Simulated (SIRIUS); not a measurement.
Input and output of a self-consistent single point for SiNi (Pnma, 8 atoms in the cell; from Materials Project mp-351, changed as shown) (SIRIUS).

Method: PBE, GBRV PBE ultrasoft pseudopotentials (plane waves; SIRIUS).

The change in words: lattice scaled by 0.98. Reference geometry (Pnma):
```
CELL_PARAMETERS angstrom
      5.14154     0.00000     0.00000
      0.00000     3.32130     0.00000
      0.00000     0.00000     5.56978
ATOMIC_POSITIONS crystal
  Si 0.82109 0.75000 0.58232
  Si 0.17891 0.25000 0.41768
  Si 0.67891 0.25000 0.08232
  Si 0.32109 0.75000 0.91768
  Ni 0.50795 0.25000 0.68852
  Ni 0.49205 0.75000 0.31148
  Ni 0.99205 0.75000 0.18852
  Ni 0.00795 0.25000 0.81148
```

Reference input (self-consistent single point, DFT, PBE, plane waves, GBRV PBE ultrasoft pseudopotentials): parameters.ngridk = 6 10 6; parameters.xc_functionals = [XC_GGA_X_PBE, XC_GGA_C_PBE]; parameters.gk_cutoff = 6.325 1/bohr; parameters.pw_cutoff = 14.143 1/bohr; parameters.smearing = fermi_dirac; parameters.smearing_width = 0.00367493 Ha; potentials = GBRV PBE ultrasoft pseudopotentials; parameters.electronic_structure_method = pseudopotential; parameters.num_bands = 53; parameters.num_mag_dims = 0; parameters.num_dft_iter = 100; parameters.energy_tol = 1e-07 Ha. This run's input differs from it in these lines:

```diff
@@ -32,7 +32,7 @@
     "lattice_vectors": [
-      [1.0000000472, 0.0, 0.0],
-      [0.0, 0.6459738049, 0.0],
-      [0.0, 0.0, 1.0832902716]
+      [1.0000000033, 0.0, 0.0],
+      [0.0, 0.6459738022, 0.0],
+      [0.0, 0.0, 1.0832901877]
     ],
-    "lattice_vectors_scale": 9.716102,
+    "lattice_vectors_scale": 9.52178,
     "atom_coordinate_units": "lattice",
```

Output, abridged:

```
[find] density tolerance         : 1e-06
[find] total energy tolerance    : 1e-07
[find] iter_solver_tol (initial) : 0.01
[find] iter_solver_tol (target)  : 1e-13
[find] num_dft_iter              : 100
Charges and magnetic moments
--------------------------------------------------------------------------------
total charge          : 88.000000
[find] | SCF iteration   0 out of 100|
[diagonalize] iterative solver tolerance (occupied, empty): 0.01 0.01
[diagonalize] average number of iterations: 5.97917
[find] Charges and magnetic moments
[find] total charge          : 88.000000
[find] Energy
   [... lines left out ...]

[find] Charges and magnetic moments
[find] total charge          : 88.000000
[find] Energy
[find] smearing (-TS)                 :      -0.00251801
[find] Total energy                   :    -705.86688614 (Ha),   -1411.73377228 (Ry)
[find] Free energy (E-TS)             :    -705.86940416 (Ha),   -1411.73880831 (Ry)
[find] band gap (eV)                  :       0.00000000
[find] Efermi                         :       0.59179938
[find] iteration : 23, RMS (target) : 7.8866e-07 (1.0000e-06) , energy difference (target) : -1.1437e-09 (1.0000e-07)
[find] bands are converged : true
[find] iterative solver converged : false
[find] converged after 24 SCF iterations!
[find] Charges and magnetic moments
[find] total charge          : 88.000000
[find] Energy
[find] smearing (-TS)                 :      -0.00251801
[find] Total energy                   :    -705.86688614 (Ha),   -1411.73377228 (Ry)
[find] Free energy (E-TS)             :    -705.86940416 (Ha),   -1411.73880831 (Ry)
[find] band gap (eV)                  :       0.00000000
[find] Efermi                         :       0.59179938
[ground_state] === stress tensor components [kbar] ===
[ground_state] === stress_total ===
[ground_state]  -164.702779    0.000000    0.000000
[ground_state]     0.000000 -150.099370    0.000000
[ground_state]     0.000000    0.000000 -159.228805
[ground_state] ==== total Forces in Ha/bohr =====
   [... lines left out ...]
[ground_state] atom:    3, force:       0.0022552     -0.0000000     -0.0022427
[ground_state] atom:    4, force:       0.0033415     -0.0000000     -0.0048384
[ground_state] atom:    5, force:      -0.0033415      0.0000000      0.0048384
[ground_state] atom:    6, force:      -0.0033415      0.0000000     -0.0048384
[ground_state] atom:    7, force:       0.0033415     -0.0000000      0.0048384
```

The run converged in 24 iterations. SIRIUS prints the stress tensor with tension positive. Against the reference run the free energy goes up by 52.4 meV/atom, the pressure goes from 2.21 to 15.80 GPa and the largest force goes from 0.106 to 0.302 eV/Å.

The run has no spin polarisation, so moments on Ni cannot form. The structure comes from a collection of computed structures, made at another level of theory; the collection holds predicted forms beside known ones.

Cost on one core: very roughly 5 core-minutes.

The gap that the log prints is read on the run's mesh, which can miss the band edges or a crossing.
